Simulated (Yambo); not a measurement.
A G0W0@LDA run in Yambo for Cs2KCoF6 (space group Fm-3m, No. 225) (2×2×2 Γ-centred k mesh, bands 5 to 277 and a 7 Ry block in the screening, 277 bands in G with the Bruneval-Gonze terminator, plasmon pole fitted at 27.2 eV) gives these matrix elements, in eV, at the band edges (X → X):

```
state               E0    <Vxc>     <Σx>  <Σc(E0)>      Z
---------------  -----  -------  -------  --------  -----
valence edge     0.000  -28.956  -37.645     7.029  0.747
conduction edge  0.968  -27.783  -20.315    -4.500  0.762
```

Problem. Solve the linearised quasiparticle equation for both states, give the gap, and say how exchange and correlation each act on it.

Solution. E = E0 + Z(Σx + Σc − Vxc). Valence: 0.000 + 0.747 × (-37.645 + (7.029) − (-28.956)) = -1.24 eV. Conduction: 0.968 + 0.762 × (-20.315 + (-4.500) − (-27.783)) = 3.23 eV. The gap is 4.47 eV, against 0.97 eV in LDA. Replacing Vxc by bare exchange alone would open it by 16.16 eV; correlation takes back 11.53 eV of that, and Z scales what is left. Nearest settings tried, and what they do to the gap: 218 bands in W, 218 bands in G: -11 meV; 6 Ry block (339 vectors against 411): +108 meV; 4×4×4 mesh: -1 meV. So the settings aren't converged at that level. The k mesh is coarse. The 3d shell has no Hubbard U; the runs are without spin polarisation, and magnetic order was not tried.

Geometry of the Materials Project entry, not relaxed at this level; primitive cell a = b = c = 6.3904 Å, α = β = γ = 60.00°.

The structure is a Materials Project entry; no match was found in the copy of COD used, and its stability was not checked.
